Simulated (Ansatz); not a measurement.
Given:

Starting cell, BAs (zinc blende):

```xyz
2
Lattice="0.0000 2.4047 2.4047 2.4047 0.0000 2.4047 2.4047 2.4047 0.0000" Properties=species:S:1:pos:R:3 pbc="T T T"
As     3.6070     3.6070     3.6070
B      0.0000     0.0000     0.0000
```

Scan: atom 1 (As, nearest neighbour B at 2.083 Å; its periodic images, 3.4 Å or more away, move with it) is displaced along Cartesian [110], direction (0.707, 0.707, 0.000) in Cartesian axes, by s. The other atoms stay.

Calculation: PBE (plane waves to 420 eV, PAW, scalar-relativistic; Ansatz, a first-principles code). k mesh 10×10×10 (Γ-centred), Fermi-Dirac smearing 0.05 eV. Energies are smeared free energies. As the smearing reaches across the gap at some points, energies and forces of such displacements shift with the k mesh and the smearing. BAs was relaxed with its symmetry unable to fall. ΔE is measured from the undisplaced structure.

The scan covers s from -0.420 to 0.420 Å in 11 points.

### Question
Is the energy the same for equal positive and negative displacements?

### Answer
Even: the same for both signs. With its periodic images moving along, the atom's site symmetry in this cell is -43m.

### Question
What is the force constant k = d²E/ds² of this move at s = 0?

### Answer
16.0 eV/Å².

(A displaced cell: forces are minus the slopes of the energy, force constants its curvatures, and phonons follow from these.)
